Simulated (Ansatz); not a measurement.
SiRh:
```xyz
6
Lattice="5.2534 0.0000 0.0000 -2.6267 4.5496 0.0000 0.0000 0.0000 3.8059" Properties=species:S:1:pos:R:3 pbc="T T T"
Rh     2.6267     0.0000     0.0000
Rh     1.3133     2.2748     0.0000
Rh    -1.3133     2.2748     0.0000
Si     0.0000     0.0000     0.0000
Si     0.0000     3.0331     1.9030
Si     2.6267     1.5165     1.9030
```

Relaxed with PBEsol.

Task: Decompose the optical modes at the zone centre into irreducible representations, and say which are infrared and Raman allowed.

Result: Point group 6/mmm: Γ_opt = 2A2u + B1g + B1u + B2u + 3E1u + E2g + E2u. Infrared: A2u, E1u. Raman: E2g.

Task: Assign frequencies (DFPT, the program Ansatz at the PBEsol level (PAW)).

Result: B1u 179i, E2u 89, E1u 155, A2u 176, E1u 191, E2g 276, E1u 285, B2u 356, A2u 404, B1g 438 cm⁻¹.

Subscripts of B labels follow the axes of the standard setting.

Space group P6/mmm. The cell is a constructed one: a structure type filled with these elements; neither database checked (COD, Materials Project) lists it. COD files the formula under space group No. 14, so this cell is another polymorph or a model. Whether it is the stable phase at ambient conditions was not checked. The PBEsol relaxation kept the symmetry of its start. At this level the phase is dynamically unstable (imaginary phonons). The run is not spin-polarised. As this level gives no gap, phonon frequencies hold no LO–TO term and depend on the k-mesh and smearing (Fermi–Dirac, 0.1 eV here).

Potentials: the later of the program's two PAW sets.
